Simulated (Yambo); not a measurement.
G0W0@PBEsol for ZnSe (zinc blende, space group F-43m, No. 216) in Yambo. Reference settings: 4×4×4 Γ-centred k mesh, bands 10 to 110 and a 10 Ry block in the screening, 110 bands in G with the Bruneval-Gonze terminator, plasmon pole fitted at 27.2 eV. The PBEsol gap Γ → Γ on this mesh is 1.24 eV; G0W0 gaps are taken between the same points.

Gap (Γ → Γ) in eV against the number of bands and the screening block, terminator on:

```json
[
 {"bands (W and G)": "29", "2 Ry": "2.878", "4 Ry": "2.898", "6 Ry": "2.907", "8 Ry": "2.914", "10 Ry": "2.918"},
 {"bands (W and G)": "43", "2 Ry": "2.729", "4 Ry": "2.756", "6 Ry": "2.774", "8 Ry": "2.795", "10 Ry": "2.805"},
 {"bands (W and G)": "64", "2 Ry": "2.671", "4 Ry": "2.701", "6 Ry": "2.725", "8 Ry": "2.756", "10 Ry": "2.771"},
 {"bands (W and G)": "87", "2 Ry": "2.647", "4 Ry": "2.676", "6 Ry": "2.703", "8 Ry": "2.738", "10 Ry": "2.756"},
 {"bands (W and G)": "110", "2 Ry": "2.635", "4 Ry": "2.662", "6 Ry": "2.691", "8 Ry": "2.730", "10 Ry": "2.751"}
]
```

Rough cost of the Yambo step against the reference (shared machines):

```json
[
 {"bands (W and G)": "29", "2 Ry": "1/7", "4 Ry": "1/7", "6 Ry": "1/6", "8 Ry": "1/5", "10 Ry": "1/4"},
 {"bands (W and G)": "43", "2 Ry": "1/4", "4 Ry": "1/4", "6 Ry": "1/4", "8 Ry": "1/3", "10 Ry": "1/3"},
 {"bands (W and G)": "64", "2 Ry": "1/3", "4 Ry": "1/3", "6 Ry": "1/2", "8 Ry": "1/2", "10 Ry": "~1"},
 {"bands (W and G)": "87", "2 Ry": "1/2", "4 Ry": "1/2", "6 Ry": "~1", "8 Ry": "~1", "10 Ry": "~1"},
 {"bands (W and G)": "110", "2 Ry": "~1", "4 Ry": "~1", "6 Ry": "~1", "8 Ry": "~1", "10 Ry": "1"}
]
```

At the largest block the last step in bands moves the gap by -0.005 eV; at the most bands the last step in the block moves it by 0.021 eV.

Spin-orbit splittings are left out.

The standard potential for Se keeps a d shell in the valence without the s and p states of that shell. In tests on such compounds this moved G0W0 gaps by up to about 0.9 eV, so absolute quasiparticle energies here are unreliable; differences between settings are what counts.

Geometry relaxed with PBEsol; primitive cell a = 3.9830 Å, b = 3.9830 Å, c = 3.9830 Å, α = 60.00°, β = 60.00°, γ = 60.00°.
